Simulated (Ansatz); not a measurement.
## Wurtzite alloy of ZnO and CdO (9 of 48 Zn sites exchanged), 96 atoms

Ansatz, PAW, plane waves. PBEsol relaxation of cell lengths and atoms (angles held) at the single k point (¼, ¼, ¼) without its symmetry partners; single points on the relaxed atoms at the single k point (¼, ¼, ¼) without its symmetry partners, onto which points of the small cell's zone fold. Arrangement: unlike neighbours preferred. No spin–orbit coupling unless named.

Relaxed structure:

```
Zn Cd O
1.0
     9.89468    0.00000    0.00000
     0.00000   11.41402    0.00000
     0.00000    0.00000   10.60795
Zn Cd O
39 9 48
Cartesian
  1.6503 0.8855 2.6597
  9.8618 3.7871 8.0112
  4.9932 0.9530 7.9743
  3.3017 3.7707 2.7074
  3.3435 3.7735 7.9030
  0.0080 9.5371 2.6361
  9.8896 9.5042 7.9436
  8.2305 0.9632 2.6647
  8.1996 0.9938 7.9436
  6.5830 3.8446 2.6559
  6.5828 3.8128 7.9427
  4.9651 6.6674 2.6818
  4.9950 6.6754 7.9031
  3.3347 9.5124 2.6345
  3.3344 9.5173 7.9479
  8.1798 6.7416 2.5953
  8.1859 6.7025 7.9920
  6.5326 9.4536 2.6476
  6.5684 9.4941 7.9347
  0.0305 1.8965 5.2915
  0.0090 1.9019 10.5972
  3.3047 1.8872 5.2940
  3.2730 1.8630 0.0063
  1.7051 4.7137 5.3579
  1.6602 4.7208 10.5506
  9.8838 7.6264 5.2972
  9.8863 7.5820 10.5828
  6.5631 1.9228 5.3477
  6.6146 1.9350 10.5556
  4.9034 4.7539 5.2988
  3.3418 7.6365 5.2870
  3.3166 7.6714 10.5915
  1.7071 10.4236 5.2543
  1.6778 10.4228 0.0358
  8.2306 4.7915 10.5555
  6.5501 7.6064 5.2896
  6.5617 7.6145 10.5920
  4.8959 10.4462 5.3564
  4.9161 10.4554 10.5395
  1.6476 0.9262 7.9254
  9.8585 3.7592 2.5505
  5.0006 0.9606 2.6347
  1.6414 6.7000 2.6694
  1.6556 6.6770 7.9148
  4.8864 4.7669 0.0088
  8.2379 4.7922 5.3204
  8.2302 10.4595 5.2711
  8.2554 10.4541 0.0137
  0.0051 1.6746 1.9517
  9.7554 1.9670 7.2587
  3.1740 1.9420 1.9853
  3.4496 1.9285 7.2590
  1.7960 4.6940 1.8983
  1.6424 4.5773 7.3262
  9.7517 7.7091 1.9369
  9.7245 7.6688 7.2608
  6.7521 2.0248 1.9191
  6.5838 1.9336 7.3244
  4.9185 4.7616 2.1814
  4.9578 4.7785 7.3077
  3.4430 7.6762 1.9567
  3.4567 7.6897 7.2474
  1.6769 10.4140 2.0244
  1.6606 10.2772 7.2233
  8.1013 4.8851 1.9440
  8.2400 4.7955 7.5001
  6.5422 7.6106 1.9607
  6.6042 7.6293 7.2659
  4.9533 10.3453 1.9001
  4.9571 10.4876 7.3390
  8.1924 10.4519 2.2255
  8.2306 10.4857 7.4821
  1.6654 0.9198 4.6765
  1.6334 0.8995 10.1020
  0.1419 3.7580 4.7142
  9.8801 3.8087 10.0169
  4.9523 0.9189 4.8083
  4.9546 0.9646 9.9899
  3.2996 3.7703 4.6856
  3.1705 3.6738 9.8603
  1.6656 6.6386 4.8816
  1.6738 6.6510 10.1226
  0.1443 9.4515 4.5959
  0.1477 9.4266 9.9119
  8.2274 1.1371 4.6314
  8.2587 1.0879 9.9063
  6.4568 3.7496 4.6279
  6.6811 3.7788 9.9051
  4.9367 6.6327 4.6678
  4.9251 6.7980 9.8674
  3.3240 9.4980 4.6156
  3.2814 9.5365 9.9238
  8.2260 6.8415 4.5687
  8.2207 6.6951 9.9738
  6.4165 9.4485 4.6207
  6.4743 9.4512 9.8999
```

(1) What are the mean bond lengths by pair (pairs within 1.2 times the sum of covalent radii, less contacts 15 % beyond the pair's median; cation–cation pairs of compounds aside; long ionic contacts are cut short by that bound)?

(2) What gap lies between the top filled and the lowest empty level in the single points?

Results:

(1) Cd–O 2.177 ± 0.014 Å (standard deviation, 36 bonds); O–Zn 1.975 ± 0.013 Å (standard deviation, 156 bonds).

(2) HSE06 3.06 eV (82 s on NVIDIA H100). Away from Γ this isn't the crystal's band gap.
